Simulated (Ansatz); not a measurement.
# Property card for MnIr

MnIr:
```
CELL_PARAMETERS angstrom
      3.87567     0.00000     0.00000
      0.00000     3.87567     0.00000
      0.00000     0.00000     3.61454
ATOMIC_POSITIONS crystal
  Mn 0.00000 0.00000 0.00000
  Mn 0.50000 0.50000 0.00000
  Ir 0.50000 0.00000 0.50000
  Ir 0.00000 0.50000 0.50000
```
The run is spin-polarised; directions of the spins, atom by atom: ↑ ↓ 0 0.

Space group P4/mmm (No. 123), L1₀ or tetragonal B2; conventional cell a = b = 2.741 Å, c = 3.615 Å, α = β = γ = 90.00°.

Method: r²SCAN in the plane-wave PAW code Ansatz. Geometry: relaxed at this level of theory. Other levels are named where they apply.

### Cell and energy

```
Quantity                                                      Result
-----------------------------------------------------  -------------
Volume per atom                                             13.57 Å³
Density                                                  15.12 g/cm³
Formation energy from the elements (no fitted shifts)  -0.47 eV/atom
```

### Electronic structure

```
Quantity                                                                     Value
------------------------------------  --------------------------------------------
Electronic character                                             metallic (no gap)
Density of states at the Fermi level  0.47 states/eV per atom (mean over ±0.08 eV)
```

### Magnetism

```
Item                        Value
--------------  -----------------
Magnetic order  antiferromagnetic
Net moment       0.00 μB per atom
```

### Mechanics

```
Quantity                             Result
----------------------------------  -------
Bulk modulus (Birch–Murnaghan fit)  222 GPa
Pressure derivative B′                  5.1
```

### Charges

```
Quantity                      Value
-------------  --------------------
Bader charges  Mn +0.86, Ir -0.86 e
```

The start of the workflow was typed in or built on a structure type; the Crystallography Open Database files this formula in space group No. 123, but the cells were not matched. Whether it is the stable phase at ambient conditions was not checked. The cell was relaxed with r²SCAN under the symmetry of its start, as lowered by the spin order; its stability against distortions is not shown here. Spin order of the final state: antiferromagnetic, chosen from 5 collinear starts compared on coarse meshes (ties went to the first, and starts can fall back to one state), not a proven ground state. Other orbital occupations within this spin state were not tried. For itinerant 3d metals, meta-GGAs of the SCAN family and hybrids are commonly reported to give too large moments. Point labels and valley counts follow the cell and symmetry of the run, lower than the named group. Axis ratios of metals converge slowly with the k-mesh, so a and c are less sure than the volume. The references are the lowest solids computed at this level, not always the standard phases. The manganese reference at this level is a Cmcm phase, not α-Mn. Scalar-relativistic: spin–orbit coupling is off unless named, which matters more the heavier the elements.

Potentials: the earlier of the program's two PAW sets. The files were generated under PBE; for other functionals the program regenerates the frozen cores, and for LDA and PBEsol the local potential too.
